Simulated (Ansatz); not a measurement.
SrO:
```xyz
2
Lattice="0.0000 2.5975 2.5975 2.5975 0.0000 2.5975 2.5975 2.5975 0.0000" Properties=species:S:1:pos:R:3 pbc="T T T"
Sr     0.0000     0.0000     0.0000
O      2.5975     2.5975     2.5975
```

Relaxed with PBE.

**Question.** Map the electron localisation function on the plane through (0.000, 0.000, 0.000) spanned by u = [1, 0, 0] and v = [0, 1, -1] in lattice vectors, from DFT-PBE in the program Ansatz with PAW potentials.

**Answer.** x is the fraction of u, y of v (the angle between them is 90°; rows are the nearest grid lines); atoms in the plane: Sr at (0.00, 0.00), O at (0.50, 0.50).
```
| .*@@#:     :#@@*. |
| -%@@#:     :#@@%- |
|*%@@@=. ... .=@@@%*|
|@@@@*. .-=-. .*@@@@|
|@@@*: .=*#*=. :*@@@|
|##=. .+#%@%#+. .=##|
|::. .+%@@@@@%+. .::|
|   .=#@@@%@@@#=.   |
|  .-*%@@*+*@@%*-.  |
|  .=#@@%+:+%@@#=.  |
|  .-*%@@*+*@@%*-.  |
|   .=#@@@%@@@#=.   |
|::. .+%@@@@@%+. .::|
|##=. .+#%@%#+. .=##|
|@@@*: .=*#*=. :*@@@|
|@@@@*. .-=-. .*@@@@|
|*%@@@=. ... .=@@@%*|
| -%@@#:     :#@@%- |
| .*@@#:     :#@@*. |
```
Scale: ten equal steps from 0.007 (start of ' ') to 0.860 (end of '@'), in the order ' .:-=+*#%@'; x runs from 0.000 to 1.00, y from 0.000 (bottom) to 1.00 (top).

The density is the valence pseudo-density with augmentation charge, so density and ELF within about 1 Å of a nucleus are not all-electron values.

Space group Fm-3m (rock salt). The PBE relaxation kept the symmetry of its start; phonons on a q-mesh show no instability.

Potentials: the later of the program's two PAW sets.
